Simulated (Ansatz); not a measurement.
FePt

Level of theory: DFT, PBE with spin–orbit coupling, two-component spinors; plane waves to 420 eV with PAW datasets (Ansatz 0.2.0), 12×12×10 k-mesh, Gaussian smearing of 0.05 eV. The datasets are Ansatz's generated set soft_2.

```
CELL_PARAMETERS angstrom
2.72609 0.00000 0.00000
0.00000 2.72609 0.00000
0.00000 0.00000 3.76299
ATOMIC_POSITIONS crystal
Fe 0.50000 0.50000 0.50000
Pt 0.00000 0.00000 0.00000
```

The chain of runs began from a cell as deposited in COD, expanded in volume.

Magnetic state: ferromagnetic, site spin moments Fe 2.80; Pt 0.35 μB, along [001] (Cartesian), which lowers the symmetry.

The cell has space group P4/mmm (read at 0.01 Å). In it the stress is 0.02, 0.02, -0.03, 0.00, 0.00, 0.00 GPa and the largest force component 0.000 eV/Å. Each change below starts from this cell, without further relaxation. Stress is in GPa, positive in compression, in the order xx, yy, zz, yz, xz, xy; energies are counted from the cell above and are free energies with the smearing's entropy, which match forces and stress in a metal.

Q: What happens when atom 2 (Pt) is moved by 0.02 Å along z?

A: The energy changes by 1.7 meV per cell, and the force on it along the shift is -0.167 eV/Å (−F/u = 8.36 eV/Å²). Stress: 0.06, 0.06, 0.00, 0.00, 0.00, 0.00.
| atom | Fx (eV/Å) | Fy | Fz |
| --- | --- | --- | --- |
| Fe1 | 0.000 | 0.000 | 0.167 |
| Pt2 | 0.000 | 0.000 | -0.167 |
In a harmonic crystal the energy would rise by −½F·u = ½ × 8.36 × 0.02² eV = 1.7 meV, which matches.

Q: A single strain component, atoms carried along, gave the stress 0.05, 0.06, 0.02, 1.07, 0.00, 0.00. Which component, and about how large?

A: An engineering strain of -1 % in yz; the energy changes by 0.9 meV per cell.

Site moments are of spin, integrated over Gaussian weights of 0.5 Å, which gives about a tenth less on f atoms than spheres do. Only parallel moments were tried, so the real magnetic order may be another.
